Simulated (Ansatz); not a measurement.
Rb₂NbF₆ in space group P-3m1 (No. 164; Rb on 2d, Nb on 1a, F on 6i) at seven volumes, HSE06 (plane waves, PAW; program Ansatz), shape and atoms relaxed at each. One row is withheld.

| V (Å³/atom) | P (GPa) |
|---|---|
| 16.029 | ? |
| 16.558 | 1.80 |
| 17.086 | 0.81 |
| 17.615 | 0.01 |
| 18.143 | -0.63 |
| 18.672 | -1.14 |
| 19.200 | -1.49 |

Problem. Fit the shown pressures and predict the withheld one.

Solution. Third-order Birch–Murnaghan: P = (3/2)B₀(x^(7/2) − x^(5/2))[1 + (3/4)(B′ − 4)(x − 1)] with x = (V₀/V)^(2/3). Least squares on the six rows gives V₀ = 17.617 Å³/atom, B₀ = 23.58 GPa, B′ = 6.88. At V = 16.029, x = 1.0650 and P = 3.07 GPa. The run itself gave 3.01 GPa.

The workflow started from a Materials Project entry (that database holds measured and hypothetical structures alike); the Crystallography Open Database files this formula in space group No. 164, but the cells were not matched. Its standing as an ambient phase is unchecked. Symmetry was held in the HSE06 relaxation; its stability against distortions is not shown here. Magnetic state: ferromagnetic, the only order run, not a proven ground state. The cell computed holds one magnetic atom, so no antiferromagnetic order was within reach. Other orbital occupations within this spin state were not tried.

Potentials: the later of the program's two PAW sets.
